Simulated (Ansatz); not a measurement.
YCu₂Ge₂ in space group I4/mmm (No. 139; Y on 2a, Cu on 4d, Ge on 4e), plane-wave PAW PBE (Ansatz code), all energies at zero smearing, with the estimated change up to a 700 eV cutoff added, with one set of potentials and settings (totals compare only within such a set). Cell of 5 atoms (1 Y, 2 Cu, 2 Ge): -25691.597 eV.

```csv
element,reference phase,E (eV/atom)
Y,"P6_3/mmc, 2 atoms in the cell",-3848.6897
Cu,"Fm-3m, 1 atoms in the cell",-6625.1847
Ge,"Fd-3m, 2 atoms in the cell",-4294.9907
```

Formation energy per atom, worked out: (-25691.597 − 1×(-3848.6897) − 2×(-6625.1847) − 2×(-4294.9907))/5 = -0.511 eV/atom (-49 kJ per mol of atoms), at 0 K, without zero-point energy or fitted corrections.

The first step of the workflow began from a Materials Project structure, measured or hypothetical; the Crystallography Open Database copy checked does not list it. Whether it is the stable phase at ambient conditions was not checked. The PBE relaxation kept the symmetry of its start; whether a distortion lowers the energy is not shown. The run is not spin-polarised. The references are the lowest solids computed at this level, not always the standard phases.

Potentials: the earlier of the program's two PAW sets.
